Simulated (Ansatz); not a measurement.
PbSe (rock salt)

```
CELL_PARAMETERS angstrom
      0.00000     3.08901     3.08901
      3.08901     0.00000     3.08901
      3.08901     3.08901     0.00000
ATOMIC_POSITIONS crystal
  Se 0.00000 0.00000 0.00000
  Pb 0.50000 0.50000 0.50000
```

Two-dimensional scan of atom 2 (Pb, nearest neighbour Se at 3.089 Å; its periodic images, 4.4 Å or more away, move with it): u runs along (0.707, 0.707, 0.000), v along (0.000, 0.000, 1.000) (Cartesian). Cell and other atoms are fixed.

Level of theory: r2SCAN (plane waves to 500 eV, PAW, scalar-relativistic; Ansatz, an electronic-structure program). k mesh 8×8×8 (Γ-centred), Fermi-Dirac smearing 0.05 eV. The energy includes the smearing's −TS. PbSe was relaxed with its symmetry unable to fall. Spin-orbit coupling is left out, though Pb is heavy. The zero of ΔE is the undisplaced structure. Axes are in Å.

Q: Predict the ΔE (meV/cell) at all points of the grid u = -0.460, -0.307, -0.153, 0.000, 0.153, 0.307, 0.460 by v = -0.460, -0.307, -0.153, 0.000, 0.153, 0.307, 0.460.

A: ΔE (meV/cell), with u across and v down:

| v \ u | -0.460 | -0.307 | -0.153 | 0.000 | 0.153 | 0.307 | 0.460 |
|---|---|---|---|---|---|---|---|
| -0.460 | 312 | 215 | 168 | 155 | 168 | 215 | 312 |
| -0.307 | 180 | 86 | 46 | 36 | 46 | 86 | 180 |
| -0.153 | 127 | 39 | 9 | 4 | 9 | 39 | 127 |
| 0.000 | 114 | 29 | 3 | 0 | 3 | 29 | 114 |
| 0.153 | 127 | 39 | 9 | 4 | 9 | 39 | 127 |
| 0.307 | 180 | 86 | 46 | 36 | 46 | 86 | 180 |
| 0.460 | 312 | 215 | 168 | 155 | 168 | 215 | 312 |

(A displaced cell: forces are minus the slopes of the energy, force constants its curvatures, and phonons follow from these.)
